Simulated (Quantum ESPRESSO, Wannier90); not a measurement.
WSe₂ (P-6m2, isolated units), plane waves to Wannier functions

Structure: Materials Project mp-1023936, symmetrised, not relaxed again. Method: PBEsol plane waves in Quantum ESPRESSO 7.5 (PseudoDojo norm-conserving files, 69 Ry, no spin polarisation, no spin-orbit coupling), Bloch states on a 6×6×4 mesh through Γ, Wannier90 4.0.1. Density: 12×12×1 mesh, cold smearing 0.01 Ry. The cell is built of weakly bound layers, chains or molecules, whose nearest atoms lie 13.33 Å apart, far more than in van der Waals crystals (3.2 to 4.2 Å): it describes nearly isolated units, such as a monolayer, not the bulk crystal. Spin-orbit coupling is left out although heavy elements are present.

Input w.win:

```
num_bands = 21
num_wann = 11
exclude_bands = 1-16
num_iter = 0
conv_tol = 1.0e-6
conv_window = 4
dis_num_iter = 1000
dis_conv_tol = 1.0e-6
dis_froz_max = 4.75
write_hr = true
write_u_matrices = true
begin projections
W: d
Se: p
end projections
begin unit_cell_cart
ang
    3.3179398579    0.0000000000    0.0000000000
   -1.6589699289    2.8734202051    0.0000000000
    0.0000000000    0.0000000000   16.6581400000
end unit_cell_cart
begin atoms_frac
W    0.0000000000  0.0000000000  0.0000000000
Se   0.3333333333 -0.3333333333  0.0997900000
Se   0.3333333333 -0.3333333333 -0.0997900000
end atoms_frac
mp_grid = 6 6 4
begin kpoints
0.0000000000 0.0000000000 0.0000000000
0.0000000000 0.0000000000 0.2500000000
0.0000000000 0.0000000000 0.5000000000
... (141 more lines: the 6x6x4 mesh through Gamma)
end kpoints
```

On the energy scale of pw.x, whose zero is arbitrary, the valence-band maximum lies at 1.74 eV. Lines of w_hr.dat (R1 R2 R3 m n Re Im, eV) for R = 0 and one of the shortest lattice vectors, rounded to 0.01 eV, lines under 0.02 eV left out; orbitals in order: W1 dz2, W1 dxz, W1 dyz, W1 dx2-y2, W1 dxy, Se2 pz, Se2 px, Se2 py, Se3 pz, Se3 px, Se3 py.

```
    0    0    0    1    1     1.51     0.00
    0    0    0    6    1    -0.63     0.00
    0    0    0    7    1     0.58     0.00
    0    0    0    8    1    -0.34     0.00
    0    0    0    9    1     0.63     0.00
    0    0    0   10    1     0.58     0.00
    0    0    0   11    1    -0.34     0.00
    0    0    0    2    2     2.58     0.00
    0    0    0    6    2     0.91     0.00
    0    0    0    7    2     1.02     0.00
    0    0    0    8    2    -0.92     0.00
    0    0    0    9    2     0.91     0.00
    0    0    0   10    2    -1.02     0.00
    0    0    0   11    2     0.92     0.00
    0    0    0    3    3     2.58     0.00
    0    0    0    6    3    -0.53     0.00
    0    0    0    7    3    -0.92     0.00
    0    0    0    8    3    -0.04     0.00
    0    0    0    9    3    -0.53     0.00
    0    0    0   10    3     0.92     0.00
    0    0    0   11    3     0.04     0.00
    0    0    0    4    4     1.69     0.00
    0    0    0    6    4     0.33     0.00
    0    0    0    7    4    -0.22     0.00
    0    0    0    8    4    -0.86     0.00
    0    0    0    9    4    -0.33     0.00
    0    0    0   10    4    -0.22     0.00
    0    0    0   11    4    -0.86     0.00
    0    0    0    5    5     1.69     0.00
    0    0    0    6    5    -0.57     0.00
    0    0    0    7    5    -0.61     0.00
    0    0    0    8    5    -0.22     0.00
    0    0    0    9    5     0.57     0.00
    0    0    0   10    5    -0.61     0.00
    0    0    0   11    5    -0.22     0.00
    0    0    0    1    6    -0.63     0.00
    0    0    0    2    6     0.91     0.00
    0    0    0    3    6    -0.53     0.00
    0    0    0    4    6     0.33     0.00
    0    0    0    5    6    -0.57     0.00
    0    0    0    6    6    -0.21     0.00
    0    0    0    9    6     1.24     0.00
    0    0    0    1    7     0.58     0.00
    0    0    0    2    7     1.02     0.00
    0    0    0    3    7    -0.92     0.00
    0    0    0    4    7    -0.22     0.00
    0    0    0    5    7    -0.61     0.00
    0    0    0    7    7     0.10     0.00
    0    0    0   10    7    -0.46     0.00
    0    0    0    1    8    -0.34     0.00
    0    0    0    2    8    -0.92     0.00
    0    0    0    3    8    -0.04     0.00
    0    0    0    4    8    -0.86     0.00
    0    0    0    5    8    -0.22     0.00
    0    0    0    8    8     0.10     0.00
    0    0    0   11    8    -0.46     0.00
    0    0    0    1    9     0.63     0.00
    0    0    0    2    9     0.91     0.00
    0    0    0    3    9    -0.53     0.00
    0    0    0    4    9    -0.33     0.00
    0    0    0    5    9     0.57     0.00
    0    0    0    6    9     1.24     0.00
    0    0    0    9    9    -0.21     0.00
    0    0    0    1   10     0.58     0.00
    0    0    0    2   10    -1.02     0.00
    0    0    0    3   10     0.92     0.00
    0    0    0    4   10    -0.22     0.00
    0    0    0    5   10    -0.61     0.00
    0    0    0    7   10    -0.46     0.00
    0    0    0   10   10     0.10     0.00
    0    0    0    1   11    -0.34     0.00
    0    0    0    2   11     0.92     0.00
    0    0    0    3   11     0.04     0.00
    0    0    0    4   11    -0.86     0.00
    0    0    0    5   11    -0.22     0.00
    0    0    0    8   11    -0.46     0.00
    0    0    0   11   11     0.10     0.00
   -1   -1    0    1    1    -0.32     0.00
   -1   -1    0    4    1    -0.28     0.00
   -1   -1    0    5    1     0.32     0.00
   -1   -1    0    6    1    -0.07     0.00
   -1   -1    0    7    1    -0.13     0.00
   -1   -1    0    8    1    -0.07     0.00
   -1   -1    0    9    1     0.07     0.00
   -1   -1    0   10    1    -0.13     0.00
   -1   -1    0   11    1    -0.07     0.00
   -1   -1    0    2    2    -0.02     0.00
   -1   -1    0    3    2     0.17     0.00
   -1   -1    0    7    2    -0.02     0.00
   -1   -1    0    8    2    -0.05     0.00
   -1   -1    0   10    2     0.02     0.00
   -1   -1    0   11    2     0.05     0.00
   -1   -1    0    2    3    -0.35     0.00
   -1   -1    0    3    3    -0.12     0.00
   -1   -1    0    7    3    -0.05     0.00
   -1   -1    0    8    3     0.03     0.00
   -1   -1    0   10    3     0.05     0.00
   -1   -1    0   11    3    -0.03     0.00
   -1   -1    0    1    4    -0.14     0.00
   -1   -1    0    4    4     0.11     0.00
   -1   -1    0    5    4     0.24     0.00
   -1   -1    0    6    4     0.10     0.00
   -1   -1    0    7    4     0.10     0.00
   -1   -1    0    8    4     0.04     0.00
   -1   -1    0    9    4    -0.10     0.00
   -1   -1    0   10    4     0.10     0.00
   -1   -1    0   11    4     0.04     0.00
   -1   -1    0    1    5     0.40     0.00
   -1   -1    0    4    5     0.60     0.00
   -1   -1    0    5    5    -0.38     0.00
   -1   -1    0    6    5     0.18     0.00
   -1   -1    0    7    5     0.16     0.00
   -1   -1    0    8    5     0.10     0.00
   -1   -1    0    9    5    -0.18     0.00
   -1   -1    0   10    5     0.16     0.00
   -1   -1    0   11    5     0.10     0.00
   -1   -1    0    1    6    -0.07     0.00
   -1   -1    0    4    6    -0.20     0.00
   -1   -1    0    6    6    -0.27     0.00
   -1   -1    0    8    6    -0.13     0.00
   -1   -1    0   10    6    -0.13     0.00
   -1   -1    0   11    6    -0.10     0.00
   -1   -1    0    2    7     0.05     0.00
   -1   -1    0    6    7     0.12     0.00
   -1   -1    0    7    7     0.18     0.00
   -1   -1    0    8    7     0.60     0.00
   -1   -1    0    9    7    -0.02     0.00
   -1   -1    0   10    7     0.11     0.00
   -1   -1    0   11    7    -0.07     0.00
   -1   -1    0    1    8     0.15     0.00
   -1   -1    0    3    8    -0.05     0.00
   -1   -1    0    4    8     0.22     0.00
   -1   -1    0    6    8     0.05     0.00
   -1   -1    0    7    8     0.37     0.00
   -1   -1    0    8    8     0.74     0.00
   -1   -1    0    9    8    -0.16     0.00
   -1   -1    0   10    8    -0.02     0.00
   -1   -1    0   11    8     0.06     0.00
   -1   -1    0    1    9     0.07     0.00
   -1   -1    0    4    9     0.20     0.00
   -1   -1    0    7    9     0.13     0.00
   -1   -1    0    8    9     0.10     0.00
   -1   -1    0    9    9    -0.27     0.00
   -1   -1    0   11    9     0.13     0.00
   -1   -1    0    2   10    -0.05     0.00
   -1   -1    0    6   10     0.02     0.00
   -1   -1    0    7   10     0.11     0.00
   -1   -1    0    8   10    -0.07     0.00
   -1   -1    0    9   10    -0.12     0.00
   -1   -1    0   10   10     0.18     0.00
   -1   -1    0   11   10     0.60     0.00
   -1   -1    0    1   11     0.15     0.00
   -1   -1    0    3   11     0.05     0.00
   -1   -1    0    4   11     0.22     0.00
   -1   -1    0    6   11     0.16     0.00
   -1   -1    0    7   11    -0.02     0.00
   -1   -1    0    8   11     0.06     0.00
   -1   -1    0    9   11    -0.05     0.00
   -1   -1    0   10   11     0.37     0.00
   -1   -1    0   11   11     0.74     0.00
```
